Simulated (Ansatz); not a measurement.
Given:

Li$_{3}$BrO:
```cif
data_BrLi3O
_chemical_formula_sum 'Li3 Br1 O1'
_space_group_name_H-M_alt 'P 1'
_space_group_IT_number 1
_cell_length_a 3.93650
_cell_length_b 3.93650
_cell_length_c 3.93650
_cell_angle_alpha 90.000
_cell_angle_beta 90.000
_cell_angle_gamma 90.000
loop_
_space_group_symop_operation_xyz
  'x, y, z'
loop_
_atom_site_label
_atom_site_type_symbol
_atom_site_fract_x
_atom_site_fract_y
_atom_site_fract_z
_atom_site_occupancy
Li1 Li 0.50000 0.00000 0.00000 1
Li2 Li 0.00000 0.50000 0.00000 1
Li3 Li 0.00000 0.00000 0.50000 1
Br1 Br 0.50000 0.50000 0.50000 1
O1 O 0.00000 0.00000 0.00000 1
```

This is the PBEsol-relaxed structure.

Problem. All from PBEsol in the plane-wave PAW code Ansatz, unless another level is named. Predict the Born charges (a third of the trace).

Solution. Li +1.13, Br -1.21, O -2.18 e.

Problem. Next, the Bader charges?

Solution. Li +0.88, Br -0.94, O -1.69 e.

Problem. Predict the electronic dielectric constant ε∞ (DFPT).

Solution. 3.70.

Space group Pm-3m (anti-perovskite). The first step of the workflow began from a Materials Project structure, measured or hypothetical; the Crystallography Open Database files this formula in space group No. 221, but the cells were not matched. Its standing as an ambient phase is unchecked. Symmetry was held in the PBEsol relaxation; its stability against distortions is not shown here. Scalar-relativistic: spin–orbit coupling is off unless named, which matters more the heavier the elements.

Potentials: the later of the program's two PAW sets.
